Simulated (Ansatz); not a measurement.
VBrO in space group Pmmn (No. 59; V on 2a, Br on 2b, O on 2b), DFT-r²SCAN in the program Ansatz with PAW potentials, all energies at zero smearing, with the estimated change up to a 700 eV cutoff added, with one set of potentials and settings (totals compare only within such a set). Cell of 6 atoms (2 V, 2 Br, 2 O): -12563.750 eV.

```
element                            reference phase  E (eV/atom)
-------  -----------------------------------------  -----------
V                       Im-3m, 1 atoms in the cell   -2917.0669
Br                       Cmce, 4 atoms in the cell   -2792.8603
O        C2/m, 4 atoms in the cell, spin-polarised    -566.0281
```

Formation energy per atom, worked out: (-12563.750 − 2×(-2917.0669) − 2×(-2792.8603) − 2×(-566.0281))/6 = -1.973 eV/atom (-190 kJ per mol of atoms), at 0 K, without zero-point energy or fitted corrections.

The first step of the workflow began from a Materials Project structure, measured or hypothetical; the Crystallography Open Database files this formula in space group No. 59, but the cells were not matched. Whether it is the stable phase at ambient conditions was not checked. The cell was relaxed with r²SCAN under the symmetry of its start; its stability against distortions is not shown here. Magnetic state: ferromagnetic, chosen from 2 collinear starts compared on coarse meshes (ties went to the first, and starts can fall back to one state), not a proven ground state. Other orbital occupations within this spin state were not tried. No Hubbard U is applied. A crystal of weakly bound layers computed without a dispersion correction: the cell and the soft elastic constants depend strongly on that. The references are the lowest solids computed at this level, not always the standard phases (solids in place of the gases).

Potentials: the later of the program's two PAW sets.
